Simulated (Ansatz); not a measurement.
# Magnetic states of manganese, simple cubic

These are results of DFT, PBEsol, plane waves (420 eV) with PAW, scalar-relativistic (Ansatz 0.2.0), not measurements. (PAW data from PBE, frozen cores regenerated.)

Each start was relaxed and then solved on a dense mesh, with Fermi-Dirac smearing of 0.05 eV (0.1 eV in a metal without spin) extrapolated to zero. Rows within 2 meV/atom of each other tie.

(1) Where does each start end, and how do the energies compare? Starts: non-magnetic; antiferromagnetic (G-type).

Answers

(1) 
| start | ends | ΔE (meV/atom) | V (Å³/atom) |
| --- | --- | --- | --- |
| antiferromagnetic (G-type) | antiferromagnetic, largest moment 1.92 μB in the atomic sphere | 0.0 | 12.43 |
| non-magnetic | spin not included | 147.6 | 11.44 |
